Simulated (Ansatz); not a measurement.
La$_{2}$O$_{3}$ (A-La2O3 type, space group P-3m1)

```
La2O3
1.0
    3.93527     0.00000     0.00000
   -1.96763     3.40804     0.00000
    0.00000     0.00000     6.12628
La O
2 3
Cartesian
  0.00000   2.27203   1.50789
  1.96763   1.13601   4.61838
  0.00000   0.00000   0.00000
  0.00000   2.27203   3.95828
  1.96763   1.13601   2.16800
```

This relaxed cell (volume V₀) is scaled evenly in all directions, its shape held. The atoms relax within the cell's symmetry.

The numbers are results of r2SCAN (plane waves to 500 eV, PAW, scalar-relativistic; Ansatz, an electronic-structure program), not measurements. k mesh 10×10×6 (Γ-centred), Fermi-Dirac smearing 0.05 eV. The energy includes the smearing's −TS. Compression counts positive. With the shape held, the modulus is that of even scaling; a crystal free to change shape is softer. La2O3 is run without spin polarisation. La2O3 was relaxed with its symmetry unable to fall. ΔE is measured from the relaxed starting cell.

The scan covers V/V₀ from 0.940 to 1.060 in 9 points.

What pressure does the cell carry at V/V₀ = 0.940?

9.1 GPa.

What is ΔE at V/V₀ = 0.940?

26.4 meV/atom.

What is ΔE at V/V₀ = 1.060?

21.3 meV/atom.

(A scan under strain: stresses follow from slopes of the energy per volume, elastic moduli from its curvatures.)
